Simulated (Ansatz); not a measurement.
Question: Each is relaxed and computed with r²SCAN (plane waves, PAW; program Ansatz). Which is the only metal?
A. GaP, wurtzite
B. BP, wurtzite
C. Tc2P3, C2/m (Pearson symbol mS20)
D. LiPS3, C2/m (Pearson symbol mS20)

Answer: C, Tc2P3, C2/m (Pearson symbol mS20). Tc2P3: metal; LiPS3: gap 2.12 eV (indirect); BP: gap 1.19 eV (indirect); GaP: gap 1.74 eV (direct). Not the usual ambient phase: BP, wurtzite; GaP, wurtzite. Standing as an ambient phase not checked: Tc2P3, C2/m (Pearson symbol mS20); LiPS3, C2/m (Pearson symbol mS20). All cells were relaxed under the symmetry of their starts (and spin orders); stability against distortions was not tested throughout. Rows with no word on spin ran without spin polarisation. Spin–orbit coupling is left out wherever it is not named.

Potentials: the later of the program's two PAW sets (Tc and Pm come from another file).
